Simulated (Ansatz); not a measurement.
## Relaxing a structure of TaGe₂

The start is a generated cell, TaGe2 placed in the CrSi2 structure type. The structure is fully relaxed (lattice and positions, P = 0) with r2SCAN (plane waves to 500 eV, PAW, scalar-relativistic; Ansatz, a quantum-chemistry and plane-wave program). The first steps use a coarse 6×6×4 k-mesh.

Initial structure:
```yaml
crystal:
  lattice:
    - [4.84408, 0.00000, 0.00000]
    - [-2.42204, 4.19510, 0.00000]
    - [0.00000, 0.00000, 6.96709]
  atoms:
    - { symbol: Ta, position: [0.50000, 0.00000, 0.00000] }
    - { symbol: Ta, position: [0.50000, 0.50000, 0.33333] }
    - { symbol: Ta, position: [0.00000, 0.50000, 0.66667] }
    - { symbol: Ge, position: [0.16559, 0.33118, 0.00000] }
    - { symbol: Ge, position: [0.83441, 0.16559, 0.33333] }
    - { symbol: Ge, position: [0.66882, 0.83441, 0.66667] }
    - { symbol: Ge, position: [0.83441, 0.66882, 0.00000] }
    - { symbol: Ge, position: [0.16559, 0.83441, 0.33333] }
    - { symbol: Ge, position: [0.33118, 0.16559, 0.66667] }
```

| Item | Value |
|---|---|
| Initial pressure | +2 GPa (positive: the cell is compressed) |
| Largest initial force | about 0.2 eV/Å, on Ge4, Ge5, Ge6, Ge7, Ge8, Ge9 (atoms numbered as listed) |
| Energy released | 0.03 eV/atom |
| Shortest distances (start → end) | The closest pairs of elements (up to four, under 3.6 Å), start → end: Ge–Ge 2.71 → 2.65 Å; Ge–Ta 2.71 → 2.68 Å; Ta–Ta 3.36 → 3.35 Å |
| Optimiser moves | 6 |

The end point of the relaxation:

```cif
data_Ge6Ta3
_chemical_formula_sum 'Ta3 Ge6'
_space_group_name_H-M_alt 'P6222'
_space_group_IT_number 180
_space_group_name_Hall 'P 62 2 (0 0 4)'
_cell_length_a 4.96726
_cell_length_b 4.96726
_cell_length_c 6.74981
_cell_angle_alpha 90.000
_cell_angle_beta 90.000
_cell_angle_gamma 120.000
loop_
_atom_site_label
_atom_site_type_symbol
_atom_site_symmetry_multiplicity
_atom_site_Wyckoff_symbol
_atom_site_fract_x
_atom_site_fract_y
_atom_site_fract_z
_atom_site_occupancy
Ta1 Ta 3 c 0.50000 0.00000 0.00000 1
Ge1 Ge 6 i 0.16359 0.32718 0.00000 1
```

Final values are on a 11×11×7 k-mesh of the relaxed cell. No spin polarisation in the result. The relaxed primitive cell holds an odd number of electrons. A magnetic state may lie lower.

The run could not lose the symmetry of its start; a randomly shaken copy of 9 atoms returns to this structure.

The first start was generated by placing the elements on the sites of a structure type. A measured structure of TaGe2 has the same space group, P6₂22 (No. 180); the sites were not compared with it.
